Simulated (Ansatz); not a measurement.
**Kick test of a cell of Al₂BP₃**

It was reached by relaxing an invented guess, and it needn't be the stable form of this composition.

Computed with Ansatz, DFT PBE, scalar-relativistic, plane waves, PAW. Settings: cutoff 420 eV, Γ-centred mesh 12×12×2 on the computed 12-atom cell, Gaussian smearing of 0.02 eV; no spin polarisation.

The cell below (12 atoms, space group P3m1 (No. 156)) is relaxed within its symmetry.

```
Al B P
1.0
     3.65233    0.00000    0.00000
    -1.82616    3.16301    0.00000
     0.00000    0.00000   18.49603
Al B P
4 2 6
Direct
  0.33333 0.66667 0.01233
  0.33333 0.66667 0.33435
  0.33333 0.66667 0.65616
  0.66667 0.33333 0.83413
  0.66667 0.33333 0.17563
  0.66667 0.33333 0.49757
  0.33333 0.66667 0.14181
  0.33333 0.66667 0.46373
  0.33333 0.66667 0.78376
  0.66667 0.33333 0.28338
  0.66667 0.33333 0.60531
  0.66667 0.33333 0.96186
```

For the test it was strained at random (σ = 1.5 % a component), the atoms were moved at random (σ = 0.10 Å), and all was relaxed again on a coarse 6×6×1 mesh (in the run’s order of axes) with 0.10 eV smearing, with no symmetry imposed.

Question: Does it come back?

Answer: It returns, within 1 meV/atom of the unmoved cell on that mesh and with the same symmetry when read at 0.1 Å. So it is stable against the distortions that fit this cell and that this random move excites. Modes that don't fit the cell aren't tested. Another cell of Al2BP3 relaxed alike, in I-4m2, lies 38 meV/atom lower, so this cell isn't the stable form at this level.
